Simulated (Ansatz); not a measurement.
A trial cell of TiPtC6N6, before relaxation:

```cif
data_structure
_symmetry_space_group_name_H-M 'Fm-3m'
_symmetry_Int_Tables_number 225
_cell_length_a 10.2340
_cell_length_b 10.2340
_cell_length_c 10.2340
_cell_angle_alpha 90.000
_cell_angle_beta 90.000
_cell_angle_gamma 90.000
_cell_volume 1071.86
loop_
_atom_site_label
_atom_site_type_symbol
_atom_site_symmetry_multiplicity
_atom_site_Wyckoff_symbol
_atom_site_fract_x
_atom_site_fract_y
_atom_site_fract_z
_atom_site_occupancy
Ti1 Ti 4 b 0.50000 0.00000 0.00000 1
Pt1 Pt 4 a 0.00000 0.00000 0.00000 1
C1 C 24 e 0.18732 0.00000 0.00000 1
N1 N 24 e 0.30164 0.00000 0.00000 1
```

Level of theory: Ansatz 0.2.0, DFT PBE, scalar-relativistic, plane waves, PAW. Cutoff 420 eV, Gaussian smearing, Γ-centred meshes. Cell and atoms relax first on a coarse mesh and then on a finer one. In between, the cell is made exact in the group found at 0.06 Å. In metals the finer mesh still leaves noise of several meV/atom or more. The steps can't lower the symmetry of their start. Collinear spin, starting moments Ti 1.0 μB.

A guess keeps its type if space group and coordination stay and the shape of the cell changes little (axis ratios within about 15 %, angles within 6°); the volume may change.

Task: Does this structure survive the relaxation?

Result: It keeps its type. The symmetry stays Fm-3m (No. 225). The volume per atom grows by 11.6 %, from 19.1 to 21.4 Å³. The shortest distance goes from 1.17 Å (C–N) to 1.16 Å (C–N). Counting neighbours within 15 % of an atom's shortest distance, the start has C 1, N 1, Pt 6, Ti 6 and the end C 1, N 1, Pt 6, Ti 6.

The zero of energy is the elements' standard structures at the same level (N₂ as a molecule); no fitted shifts are applied.

Task: At what energy does it end?

Result: +0.17 eV/atom. A positive value: parting into the elements would lower its energy.

The last run used collinear spin, a 6×6×6 mesh for its 14-atom cell and Gaussian smearing of 0.10 eV. These runs have no spin–orbit coupling, which can matter for Pt. The reference form of C is held partly by dispersion forces, which this level lacks. The magnetic state reached may not be the lowest. Symmetry constrained the relaxation, so the result can be a saddle point.
